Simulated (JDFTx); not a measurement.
ZrB2(1 0 -1 0) slab cut from bulk ZrB2 (space group P6/mmm, indices of the conventional cell, lattice of the Materials Project entry mp-1472, not re-optimised): 7 atoms in 7 planes, a 1x1 cell of 11.25 Å² (|a| = 3.168, |b| = 3.552 Å), 5.5 Å between the outermost planes, Zr outermost, slab composition Zr3B4, cell height 21.5 Å, 8×6×1 k mesh, Fermi smearing 0.01 Ha, no spin polarisation. Whether this polymorph is the ambient one wasn't checked. Neither spin polarisation nor a larger cell was tried.

Level of theory: PBE, GBRV ultrasoft potentials, plane waves to 20/100 Ha; code: a modified build of JDFTx. Vacuum. The outer atoms relax from bulk positions, keeping the cell's symmetry; the lattice is not PBE's own optimum in this code, and that strain can shift the moves by a few hundredths of an ångström. Input:

```
lattice \
  5.9857454643 0.0000000000 0.0000000000 \
  0.0000000000 6.7130441879 0.0000000000 \
  0.0000000000 0.0000000000 40.6291116795
coords-type Lattice
ion B 0.7979015650 0.5000000000 -0.0850590040 1
ion B 0.2979015650 0.5000000000 -0.0425295020 0
ion B 0.2979015650 0.5000000000 0.0425295020 0
ion B 0.7979015650 0.5000000000 0.0850590040 1
ion Zr 0.2979015650 0.0000000000 -0.1275885050 1
ion Zr 0.7979015650 0.0000000000 0.0000000000 0
ion Zr 0.2979015650 0.0000000000 0.1275885050 1
ion-species pseudo/b_pbe_v1.4.upf
ion-species pseudo/zr_pbe_v1.upf
elec-cutoff 20 100
elec-ex-corr gga-PBE
coulomb-interaction Slab 001
coulomb-truncation-embed 0 0 0
kpoint-folding 8 6 1
elec-smearing Fermi 0.01
lcao-params 10
elec-n-bands 36
electronic-scf nIterations 100 energyDiffThreshold 1e-07
ionic-minimize nIterations 10 energyDiffThreshold 1e-5 knormThreshold 4e-4
dump-name vac.$VAR
dump End State Ecomponents EigStats BandEigs Forces ElecDensity IonicPositions Fillings Kpoints Dtot
```

**Question.** How far do the free atoms of the upper face move along the normal, and how much energy is released?

**Answer.** Zr (atom 7) -0.07 Å, B (atom 4) -0.01 Å (positive: outward). The free energy falls by 0.047 eV per cell, 34 mJ/m².
